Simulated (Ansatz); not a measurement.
Input and command of a calculation in Ansatz (plane waves; scalar-relativistic PAW potentials unless the input names others):

```yaml
crystal:
  lattice:
    - [-2.4972550274, 2.4972550274, 1.3974126432]
    - [2.4972550274, -2.4972550274, 1.3974126432]
    - [2.4972550274, 2.4972550274, -1.3974126432]
  atoms:
    - { symbol: Ge, position: [0.25, 0.75, 0.5] }
    - { symbol: Ge, position: [0.5, 0.5, 0.0] }
basis:
  ecutwfc: 420
kpoints:
  mp_grid: { grid: [20, 20, 20] }
hamiltonian:
  xc: pbesol
scf:
  occupations: { method: fermi_dirac, width: 5.0 }
  max_iter: 75
output:
  forces: true
  eigenvalues: true
  stress: true
```

```bash
ansatz run input.yaml --threads 1 --pin off --max-ram 2560MiB --backend cpu --events-out ev --progress --plain --runs-dir out
```

Abridged log:
```
Basis set: ecut = 420 eV, 689 PW (Γ), exchange–correlation on 54×54×54 points (8 copies of the dense FFT grid, shifted against one another)
Bands: 84, of which v1, the nominal top of the filled ones, is band 14 counted from 1 (13 counted from 0)
Symmetry: 16 space group operations
k-points: 641 of 8000
SCF iter   1: F=—  HF=-8539.414842 eV  |F-HF|=—  |Δ(HF+E_count)|=         —  Δρ=2.38e-2  dr2=1.92e-1  ethr=1.77e-3  ⟨swp⟩=4.1  Hψ=197920  notcnv=0
SCF iter   2: F=—  HF=-8539.350988 eV  |F-HF|=—  |Δ(HF+E_count)|=   6.39e-2  Δρ=1.17e-2  dr2=5.55e-2  ethr=6.86e-4  ⟨swp⟩=1.0  Hψ=62177  notcnv=0
SCF iter   3: F=—  HF=-8539.335963 eV  |F-HF|=—  |Δ(HF+E_count)|=   1.50e-2  Δρ=6.83e-3  dr2=1.95e-2  ethr=1.98e-4  ⟨swp⟩=1.0  Hψ=53844  notcnv=0
SCF iter   4: F=—  HF=-8539.329263 eV  |F-HF|=—  |Δ(HF+E_count)|=   6.70e-3  Δρ=1.10e-3  dr2=2.92e-4  ethr=6.98e-5  ⟨swp⟩=1.0  Hψ=53844  notcnv=0
SCF iter   5: F=—  HF=-8539.329364 eV  |F-HF|=—  |Δ(HF+E_count)|=   1.01e-4  Δρ=1.58e-4  dr2=5.54e-6  ethr=1.04e-6  ⟨swp⟩=2.0  Hψ=60300  notcnv=0
SCF iter   6: F=—  HF=-8539.329370 eV  |F-HF|=—  |Δ(HF+E_count)|=   6.02e-6  Δρ=3.52e-5  dr2=3.00e-7  ethr=1.98e-8  ⟨swp⟩=2.2  Hψ=61877  notcnv=0
SCF iter   7: F=-8539.329370 eV  HF=-8539.329370 eV  |F-HF|=7.41e-9  |Δ(HF+E_count)|=   8.24e-8  Δρ=8.98e-6  dr2=2.94e-8  ethr=3.57e-10  ⟨swp⟩=6.9  Hψ=179798  notcnv=0
SCF 1 converged in 7 iterations: F = -8539.329370 eV  dr2 = 2.94e-8
SCF converged after 7 iterations
Free energy (F): -8539.329370 eV
Harris-Foulkes:  -8539.329370 eV  (|F-HF|=7.41e-9)
Internal energy: -8474.443092 eV  (E = F + TS)
E sigma→0 (E₀):  -8506.886231 eV
Entropy (-TS):   -64.886278 eV (-32443.139 meV/atom)
Fermi energy:    10.560436 eV
--- Forces (eV/Å), atoms counted from 1 ---
  atom   1  Ge     0.00000000     0.00000000     0.00000000
  atom   2  Ge     0.00000000     0.00000000     0.00000000
--- Stress (GPa, compression-positive) ---
       91.213861       0.000000       0.000000
        0.000000      91.213861       0.000000
        0.000000       0.000000      84.091416
  P = ⅓ Tr σ = 88.8397 GPa (888.397 kbar)
```

Q: What is wrong with this input?

A: The fault is a smearing of electronvolts (scf.occupations: {"method": "gaussian", "width": 0.15} → {"method": "fermi_dirac", "width": 5.0}, the first being the value of the sound run). Setting it back cures it. The run converged all the same, with an energy at zero smearing 125 meV/atom below the reference's, pressure 88.84 GPa, largest force 0.000 eV/Å, no gap on the mesh, so convergence alone doesn't show that an input is right. A reference run from the same start on usual settings converged with pressure 4.71 GPa, largest force 0.000 eV/Å, no gap on the mesh.

Time: 75 s on 1 thread of Arm Neoverse V1, on a shared host, peak memory 1.4 GiB.